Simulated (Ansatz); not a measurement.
BeS (P6_422), relaxed with r²SCAN+D4 (Ansatz, a program for electronic structure, plane waves, PAW): a = b = 3.437 Å, c = 7.805 Å, α = β = 90.00°, γ = 120.00°.

* **gap (eV)**: 3.15
* **ΔH_f (eV/atom)**: -0.92
* **B₀ by P(V) fit (GPa)**: 106
* **K_Hill (GPa)**: 106
* **G_Hill (GPa)**: 75.4
* **electron conductivity mass (mₑ)**: 0.39
* **Θ_D (K)**: 754

### Question
The same phase is relaxed and computed with LDA in the same code. What are the cell and these values now?

### Answer
a = b = 3.3991 Å, c = 7.6728 Å, α = β = 90.00°, γ = 120.00°.

gap (eV): 2.42
ΔH_f (eV/atom): -0.85
B₀ by P(V) fit (GPa): 110
K_Hill (GPa): 110
G_Hill (GPa): 74.1
electron conductivity mass (mₑ): 0.36
Θ_D (K): 743

Typed or built starts, not in the databases checked: BeS, P6_422 (Be on 3c, S on 3d). Weakly bound layers, chains or molecules computed without a dispersion correction, so cells and soft constants are ill determined: BeS, P6_422 (Be on 3c, S on 3d) with LDA. All cells were relaxed under the symmetry of their starts (and spin orders); stability against distortions was not tested throughout.

Potentials: the later of the program's two PAW sets.

Ansatz is a plane-wave DFT program.

Formation energies count from the lowest solids of the elements computed at the same level, not from gases.
